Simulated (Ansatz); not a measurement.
BAs:
```
CELL_PARAMETERS angstrom
      6.53941     0.00000     0.00000
      0.00000     3.41288     0.00000
      0.00000     0.00000     5.68278
ATOMIC_POSITIONS crystal
  B  0.16105 0.25000 0.40157
  B  0.33895 0.75000 0.90157
  B  0.83895 0.75000 0.59843
  B  0.66105 0.25000 0.09843
  As 0.83554 0.25000 0.39158
  As 0.66446 0.75000 0.89158
  As 0.16446 0.75000 0.60842
  As 0.33554 0.25000 0.10842
```

The program Ansatz at the PBE+D3(BJ) level (PAW) gives a gap of 0.44 eV without spin–orbit coupling, maximum at Γ, minimum at U.

**Question.** What happens when spin–orbit coupling is switched on?

**Answer.** The gap stays essentially unchanged, to 0.44 eV; maximum at Γ, minimum at U.

**Question.** Give the hole effective mass with spin–orbit coupling.

**Answer.** 0.16, 0.47, 0.89 mₑ (principal values).

Space group Pnma. The start of the workflow was typed in or built on a structure type; neither database checked (COD, Materials Project) lists it. It is not the phase usual at ambient conditions (space group No. 216). Symmetry was held in the PBE+D3(BJ) relaxation; whether a distortion lowers the energy is not shown. The volume moved by 25 % from the start of the relaxation. Its formation energy is positive at this level, so the cell may be metastable or incomplete.

Potentials: the earlier of the program's two PAW sets.
